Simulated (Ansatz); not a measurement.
TaTe:
```cif
data_Ta2Te2
_chemical_formula_sum 'Ta2 Te2'
_space_group_name_H-M_alt 'Pmma'
_space_group_IT_number 51
_space_group_name_Hall '-P 2a 2a'
_cell_length_a 4.79066
_cell_length_b 3.39656
_cell_length_c 4.90038
_cell_angle_alpha 90.000
_cell_angle_beta 90.000
_cell_angle_gamma 90.000
loop_
_atom_site_label
_atom_site_type_symbol
_atom_site_symmetry_multiplicity
_atom_site_Wyckoff_symbol
_atom_site_fract_x
_atom_site_fract_y
_atom_site_fract_z
_atom_site_occupancy
Ta1 Ta 2 e 0.75000 0.00000 0.22008 1
Te1 Te 2 f 0.25000 0.50000 0.25690 1
```

Relaxed at zero pressure with r²SCAN in the plane-wave PAW code Ansatz.

**Question.** The volume is raised by 9 % and shape and atoms relax at that volume. What pressure results, and how do the axes share the change?

**Answer.** -1.5 GPa; a -1.4 %, b 2.2 %, c 8.2 %; the energy rises by 20 meV/atom.

**Question.** Give the new structure.

**Answer.** 
Space group Pmma (No. 51); a = 4.724 Å, b = 3.470 Å, c = 5.303 Å, α = 90.00°, β = 90.00°, γ = 90.00°

| atom | site | symmetry | x | y | z |
|---|---|---|---|---|---|
| Ta | 2e | mm2 | 0.7500 | 0.0000 | 0.1664 |
| Te | 2f | mm2 | 0.2500 | 0.5000 | 0.2577 |

The phase is kept; no other phase was compared at this pressure.

The start of the workflow was typed in or built on a structure type; neither database checked (COD, Materials Project) lists it. Its standing as an ambient phase is unchecked. The cell keeps a stress of up to 0.2 GPa. The cell was relaxed with r²SCAN under the symmetry of its start; its stability against distortions is not shown here. The run is not spin-polarised. Its formation energy is positive at this level, so the cell may be metastable or incomplete. Scalar-relativistic: spin–orbit coupling is off unless named, which matters more the heavier the elements.

Potentials: the later of the program's two PAW sets.
